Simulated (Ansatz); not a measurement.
K (omega (AlB2-type)): energy against volume

Computed with DFT, PBEsol, plane waves (420 eV) with PAW, scalar-relativistic in Ansatz 0.2.0. (PAW data from PBE, frozen cores regenerated.)

The cell is scaled uniformly from the relaxed one, with fractional coordinates and shape fixed. Energies are extrapolated to zero smearing, pressures are those at the given smearing. Magnetic state: spin not included.

A Birch-Murnaghan fit gives V₀ = 71.37 Å³/atom, B₀ = 3.6 GPa, B₀′ = 3.7.

(1) What are the energy above the minimum and the pressure at 74.304 Å³/atom?

(2) What are the energy above the minimum and the pressure at 77.162 Å³/atom?

(3) What are the energy above the minimum and the pressure at 80.020 Å³/atom?

Results:

(1) 1.3 meV/atom and -0.12 GPa as computed.

(2) 4.7 meV/atom and -0.23 GPa as computed.

(3) 9.9 meV/atom and -0.32 GPa as computed.
